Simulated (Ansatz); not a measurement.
InMo$_{3}$C:
Space group Pm-3m (No. 221); a = b = c = 4.198 Å, α = β = γ = 90.00°

```csv
atom,site,symmetry,x,y,z
In,1a,m-3m,0.0000,0.0000,0.0000
Mo,3c,4/mm.m,0.0000,0.5000,0.5000
C,1b,m-3m,0.5000,0.5000,0.5000
```

This is the r²SCAN-relaxed structure.

Task: All from the program Ansatz at the r²SCAN level (PAW), unless another level is named. Give the electronic character.

Result: metallic (no gap).

Task: Next, the formation energy from the elements (no fitted shifts)?

Result: 0.17 eV/atom.

Task: And the density of states at the Fermi level?

Result: 0.69 states/eV per atom (mean over ±0.08 eV).

Task: And the gap with spin–orbit coupling?

Result: none (metallic).

The start of the workflow was typed in or built on a structure type; neither database checked (COD, Materials Project) lists it. Whether it is the stable phase at ambient conditions was not checked. The cell was relaxed with r²SCAN under the symmetry of its start; whether a distortion lowers the energy is not shown. The run is not spin-polarised. Its formation energy is positive at this level, so the cell may be metastable or incomplete. The references are the lowest solids computed at this level, not always the standard phases. Scalar-relativistic: spin–orbit coupling is off unless named, which matters more the heavier the elements.

Potentials: the later of the program's two PAW sets.
